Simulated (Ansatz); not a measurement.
C:
```xyz
2
Lattice="0.0000 1.7768 1.7768 1.7768 0.0000 1.7768 1.7768 1.7768 0.0000" Properties=species:S:1:pos:R:3 pbc="T T T"
C      1.7768     1.7768     1.7768
C      2.6652     2.6652     2.6652
```

Relaxed with PBEsol.

Question: List the phonon frequencies at the special points (DFPT on a 6×6×6 q-mesh, Fourier-interpolated; PBEsol in the plane-wave PAW code Ansatz).

Answer: In cm⁻¹.

```
q                  frequencies
-  ---------------------------
Γ         0 0 0 1305 1305 1305
X  776 776 1080 1080 1203 1203
U  741 973 1013 1058 1100 1237
K  741 973 1013 1058 1100 1237
L  543 543 1060 1213 1213 1250
W    913 913 998 998 1168 1168
```

Space group Fd-3m (diamond). The cell was relaxed with PBEsol under the symmetry of its start.

Potentials: the earlier of the program's two PAW sets. The files were generated under PBE; for other functionals the program regenerates the frozen cores, and for LDA and PBEsol the local potential too.
